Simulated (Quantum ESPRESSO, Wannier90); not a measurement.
# Wannierisation of BeS (zinc blende)

```
BeS
1.0
    0.00000     2.43515     2.43515
    2.43515     0.00000     2.43515
    2.43515     2.43515     0.00000
Be S
1 1
Direct
  0.00000   0.00000   0.00000
  0.25000   0.25000   0.25000
```

Cell from Materials Project (mp-422), symmetrised, no further relaxation. COD (Crystallography Open Database) has an entry of this formula and space group (matched by these alone). Level: PBEsol, no spin polarisation, no spin-orbit coupling; pw.x of Quantum ESPRESSO at 71 Ry with PseudoDojo potentials, 12×12×12 k-points, Wannier90. Density: 12×12×12 mesh, cold smearing 0.01 Ry.

Valence charges of the files: Be 4, S 6. 16 bands were computed.

Isolated groups of bands, relative to the valence-band maximum (bands from 6 on overlap up to the last one computed):

```tsv
bands	from (eV)	to (eV)	filling	weight on atomic waves
1	-98.13	-98.13	filled	Be 1s 99 %
2	-13.63	-11.44	filled	S 3s 84 %, Be 2s 14 %
3–5	-5.77	0.00	filled	S 3p 87 %, Be 2s 6 %
```

Wanted is a model with the orbitals Be s p, S s p, without the filled groups that are mainly made of other shells (semicore states, and anion s where it isn't named); all higher bands stay in for disentanglement.

Problem. Give num_wann, exclude_bands and num_bands, and the number of electrons that the model holds.

Solution. Electrons: 1×4 + 1×6 = 10, which fill 5 bands.
num_wann = 1×4 + 1×4 = 8.
exclude_bands = 1, 1 bands, so num_bands = 16 − 1 = 15.
The model holds 10 − 2×1 = 8 electrons. With the window frozen to 4.46 eV it follows pw.x to 6.5 meV rms (states up to 4.0 eV relative to the valence-band maximum).
